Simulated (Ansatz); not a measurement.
This cell of Rh (fcc, Cu type) is off equilibrium:

```
Rh
1.0
    0.00000     1.95504     1.95504
    1.95504     0.00000     1.95504
    1.95504     1.95504     0.00000
Rh
1
Direct
  0.00000   0.00000   0.00000
```

The numbers are results of PBE (plane waves to 420 eV, PAW, scalar-relativistic; Ansatz, an electronic-structure program), not measurements. k mesh 21×21×21 (Γ-centred), Fermi-Dirac smearing 0.05 eV. The energy includes the smearing's −TS. Stress and pressure are positive under compression. Rh is run without spin polarisation. Rh was relaxed with its symmetry unable to fall.

Problem. Give the stress tensor in GPa and the pressure.

Solution. 
```
  -13.6      0.0      0.0
    0.0    -13.6      0.0
    0.0      0.0    -13.6
```
The pressure, a third of the trace, is -13.6 GPa.

Problem. It is the relaxed cell scaled evenly to V/V₀ = 1.064, atoms relaxed where free. What is its energy relative to the relaxed cell?

Solution. 41 meV/atom.

(A scan under strain: stresses follow from slopes of the energy per volume, elastic moduli from its curvatures.)
